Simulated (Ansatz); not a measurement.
An ordered 8-atom cell of Ga4As3P on the zincblende lattice (P-43m) at its r2SCAN geometry, run in Ansatz 0.2.0 at 3 levels of theory. These are computed values for a spin-unpolarised cell that may be hypothetical; none is a measurement.

The r2SCAN input:
```yaml
crystal:
  lattice:
    - [5.6115157574, 0.0, 0.0]
    - [0.0, 5.6115157574, 0.0]
    - [0.0, 0.0, 5.6115157574]
  atoms:
    - { symbol: P, position: [0.0, 0.0, 0.0] }
    - { symbol: Ga, position: [0.7543427964, 0.7543427964, 0.7543427964] }
    - { symbol: As, position: [0.5, 0.5, 0.0] }
    - { symbol: Ga, position: [0.2456572036, 0.2456572036, 0.7543427964] }
    - { symbol: As, position: [0.5, 0.0, 0.5] }
    - { symbol: Ga, position: [0.2456572036, 0.7543427964, 0.2456572036] }
    - { symbol: As, position: [0.0, 0.5, 0.5] }
    - { symbol: Ga, position: [0.7543427964, 0.2456572036, 0.2456572036] }
kpoints:
  mp_grid: { grid: [4, 4, 4] }
  band_path:
    path: [[0.0, 0.0, 0.0], [0.0, 0.5, 0.0], [0.5, 0.5, 0.0], [0.5, 0.5, 0.5]]
    npoints: 1
hamiltonian:
  xc: r2scan
scf:
  occupations: { method: fixed }
  n_extra_bands: 6
output:
  forces: true
  stress: true
  eigenvalues: true
```

Main results, then, where recorded, the levels near the gap in eV from the Fermi energy (columns number the bands from 0), one row a point of the path (Γ, X, M, R):
```
Crystal: 8 atoms, lattice volume = 176.702 Å³
Symmetry: 24 space group operations
Space group: P-43m (ITA 215)
```
```
Basis set: ecut = 500 eV, 4457 PW (Γ)
k-points: 10 of 64 (time reversal used)
SCF 1 converged in 8 iterations: F = -30517.695698 eV  dr2 = 5.53e-9
Free energy (F): -30517.695698 eV
Fermi energy:    7.657301 eV
--- Forces (eV/Å), atoms counted from 1 ---
  atom   1  P       0.00000      0.00000      0.00000
  atom   2  Ga      0.00013      0.00013      0.00013
  atom   3  As      0.00000      0.00000      0.00000
  atom   4  Ga    -0.00013    -0.00013      0.00013
  atom   5  As      0.00000      0.00000      0.00000
  atom   6  Ga    -0.00013      0.00013    -0.00013
  atom   7  As      0.00000      0.00000      0.00000
  atom   8  Ga      0.00013    -0.00013    -0.00013
--- Stress (GPa, compression-positive) ---
       -0.006251       0.000000       0.000000
        0.000000      -0.006251       0.000000
        0.000000       0.000000      -0.006251
  P = ⅓ Tr σ = -0.0063 GPa (-0.063 kbar)
```
```tsv
band_48	band_49	band_50	band_51	band_52	band_53
0.000	0.000	0.000	1.278	1.663	1.663
-1.875	-1.616	-1.616	2.203	2.405	3.710
-1.406	-1.200	-1.051	2.972	3.128	3.309
-1.095	-0.977	-0.977	1.492	1.492	1.492
```

With r2SCAN the gap is 1.28 eV and direct, at Γ.

**Question.** In the first input these blocks are replaced (the band path and keys that only write files left aside):
```yaml
hamiltonian:
  xc: hse06
```
What comes out?

**Answer.**
```
Basis set: ecut = 420 eV, 3407 PW (Γ)
k-points: 10 of 64 (time reversal used)
SCF 1 stopped early in 4 iterations: F = -30459.012981 eV  dr2 = 4.94e-5
Exchange kernel: α = 0.2500, screened, ω = 0.2079 Å⁻¹, Wigner–Seitz truncation, v(0) = 1046.5328 eV·Å³, q-mesh 4×4×4
SCF 2 stopped early in 7 iterations: F = -30465.363987 eV  dr2 = 3.66e-6
hybrid outer 1: dexx = +4.503e-2 eV, tail = 2.38e-4 eV
SCF 3 converged in 7 iterations: F = -30465.363998 eV  dr2 = 1.03e-9
hybrid outer 2: dexx = +7.189e-6 eV, tail = 1.47e-7 eV, Δε = 3.40e-3 eV, ΔF = 3.52e-3 eV/Å
SCF 4 converged in 2 iterations: F = -30465.363997 eV  dr2 = 1.53e-9
hybrid outer 3: dexx = +3.689e-9 eV, tail = 4.81e-9 eV, Δε = 7.48e-5 eV, ΔF = 3.16e-5 eV/Å
Free energy (F): -30465.363997 eV
Fermi energy:    7.478440 eV
--- Forces (eV/Å), atoms counted from 1 ---
  atom   1  P       0.00000      0.00000      0.00000
  atom   2  Ga      0.00391      0.00391      0.00391
  atom   3  As      0.00000      0.00000      0.00000
  atom   4  Ga    -0.00391    -0.00391      0.00391
  atom   5  As      0.00000      0.00000      0.00000
  atom   6  Ga    -0.00391      0.00391    -0.00391
  atom   7  As      0.00000      0.00000      0.00000
  atom   8  Ga      0.00391    -0.00391    -0.00391
--- Stress (GPa, compression-positive) ---
        0.626708       0.000000       0.000000
        0.000000       0.626708       0.000000
        0.000000       0.000000       0.626708
  P = ⅓ Tr σ = 0.6267 GPa (6.267 kbar)
```
```tsv
band_48	band_49	band_50	band_51	band_52	band_53
0.000	0.000	0.000	1.675	1.981	1.981
-1.960	-1.678	-1.678	2.624	2.791	4.156
-1.469	-1.235	-1.091	3.456	3.580	3.766
-1.129	-1.014	-1.014	1.896	1.896	1.896
```
The HSE06 gap is direct at Γ: 1.68 eV. The mean pressure is +0.6 GPa (compression positive), so HSE06 would enlarge the cell's volume. The stress of a hybrid is loosely converged here.

**Question.** Another run on the same cell gave
```
Basis set: ecut = 420 eV, 3407 PW (Γ)
k-points: 10 of 64 (time reversal used)
SCF 1 stopped early in 4 iterations: F = -30459.012596 eV  dr2 = 5.21e-5
SCF 2 stopped early in 6 iterations: F = -30465.571468 eV  dr2 = 1.29e-5
hybrid outer 1: dexx = +6.202e-2 eV, tail = 2.93e-4 eV
SCF 3 converged in 6 iterations: F = -30465.571689 eV  dr2 = 3.17e-9
hybrid outer 2: dexx = +1.403e-5 eV, tail = 2.44e-7 eV, Δε = 4.30e-3 eV, ΔF = 3.11e-3 eV/Å
SCF 4 converged in 2 iterations: F = -30465.571689 eV  dr2 = 1.66e-9
hybrid outer 3: dexx = +5.226e-9 eV, tail = 4.38e-9 eV, Δε = 1.01e-4 eV, ΔF = 2.15e-5 eV/Å
Free energy (F): -30465.571689 eV
Fermi energy:    7.161873 eV
--- Forces (eV/Å), atoms counted from 1 ---
  atom   1  P       0.00000      0.00000      0.00000
  atom   2  Ga      0.00368      0.00368      0.00368
  atom   3  As      0.00000      0.00000      0.00000
  atom   4  Ga    -0.00368    -0.00368      0.00368
  atom   5  As      0.00000      0.00000      0.00000
  atom   6  Ga    -0.00368      0.00368    -0.00368
  atom   7  As      0.00000      0.00000      0.00000
  atom   8  Ga      0.00368    -0.00368    -0.00368
--- Stress (GPa, compression-positive) ---
        0.401552       0.000000       0.000000
        0.000000       0.401552       0.000000
        0.000000       0.000000       0.401552
  P = ⅓ Tr σ = 0.4016 GPa (4.016 kbar)
```
```tsv
band_48	band_49	band_50	band_51	band_52	band_53
0.000	0.000	0.000	2.259	2.615	2.615
-2.008	-1.722	-1.722	3.260	3.426	4.817
-1.506	-1.267	-1.121	4.107	4.233	4.417
-1.153	-1.040	-1.040	2.508	2.508	2.508
```
Which level of theory gave it?

**Answer.** It is PBE0, judged by the exchange loop and the size of the gap (a near hybrid could fit too), on 4×4×4; the blocks that differ from the first input, but for the band path:
```yaml
hamiltonian:
  xc: pbe0
```
With PBE0 the gap is 2.26 eV and direct, at Γ. The mean stress, +0.4 GPa, is small, and the program warns that its thresholds are loose for a hybrid's stress.

Totals of different functionals can't be compared.

Spin-orbit coupling is left out.

The meshes of the hybrids are coarse, so their gaps aren't converged to the digits shown.
